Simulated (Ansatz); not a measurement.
SnO2:
```yaml
crystal:
  lattice:
    - [4.82747, 0.00000, 0.00000]
    - [0.00000, 4.82747, 0.00000]
    - [0.00000, 0.00000, 3.23816]
  atoms:
    - { symbol: Sn, position: [0.50000, 0.50000, 0.50000] }
    - { symbol: Sn, position: [0.00000, 0.00000, 0.00000] }
    - { symbol: O, position: [0.19343, 0.80657, 0.50000] }
    - { symbol: O, position: [0.80657, 0.19343, 0.50000] }
    - { symbol: O, position: [0.69343, 0.69343, 0.00000] }
    - { symbol: O, position: [0.30657, 0.30657, 0.00000] }
```

Relaxed with PBE. Special points in fractions of this cell's reciprocal vectors: Γ (0.000, 0.000, 0.000); X (0.000, 0.500, 0.000); M (0.500, 0.500, 0.000); Z (0.000, 0.000, 0.500); R (0.000, 0.500, 0.500); A (0.500, 0.500, 0.500).

Problem. List the band energies nearest the valence-band maximum at these points for the program Ansatz at the PBE level (PAW).

Solution. In eV from the valence-band maximum; about four levels below and three above (degenerate sets whole), none deeper than 8.9 eV; points with the same levels are listed once.

| k | below | above |
|---|---|---|
| Γ | -1.25 -1.25 -0.74 -0.74 0.00 | 0.68 5.70 6.08 6.08 |
| X | -1.20 -1.20 -0.60 -0.60 | 3.89 3.89 6.82 6.82 |
| M | -1.32 -1.32 -0.85 -0.85 | 4.28 4.28 7.16 7.16 |
| Z | -1.52 -1.52 -1.18 -1.18 | 5.60 5.60 9.37 9.37 |
| R | -1.01 -1.01 -0.74 -0.74 | 5.86 5.86 7.62 7.62 |
| A | -0.91 -0.91 -0.78 -0.78 | 4.36 4.36 8.63 8.63 |

Space group P4_2/mnm (rutile). Symmetry was held in the PBE relaxation; phonons on a q-mesh show no instability. Scalar-relativistic: spin–orbit coupling is off unless named, which matters more the heavier the elements.

Potentials: the later of the program's two PAW sets.
